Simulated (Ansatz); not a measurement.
Given:

BN:
```
CELL_PARAMETERS angstrom
      1.24399     0.71822     3.22602
     -1.24399     0.71822     3.22602
      0.00000    -1.43644     3.22602
ATOMIC_POSITIONS crystal
  B  0.99974 0.99974 0.99974
  N  0.33269 0.33269 0.33269
```

This is the LDA-relaxed structure. Cartesian axes are those of the cell as given.

Q: All from DFT-LDA in the program Ansatz with PAW potentials, unless another level is named. Estimate the hole effective mass.

A: 0.58, 0.61, 17 mₑ (principal values).

Q: Give the band gap.

A: 3.95 eV (indirect).

Q: Next, the valence-band maximum?

A: off the standard path, at k = (-0.005, 0.299, -0.315).

Space group R3m. The first step of the workflow began from a Materials Project structure, measured or hypothetical; the Crystallography Open Database copy checked does not list it. It is not the phase usual at ambient conditions (space group No. 186, 194, 216). The LDA relaxation kept the symmetry of its start; phonons on a q-mesh show no instability. A crystal of weakly bound layers computed without a dispersion correction: the cell and the soft elastic constants depend strongly on that.

Potentials: the earlier of the program's two PAW sets.
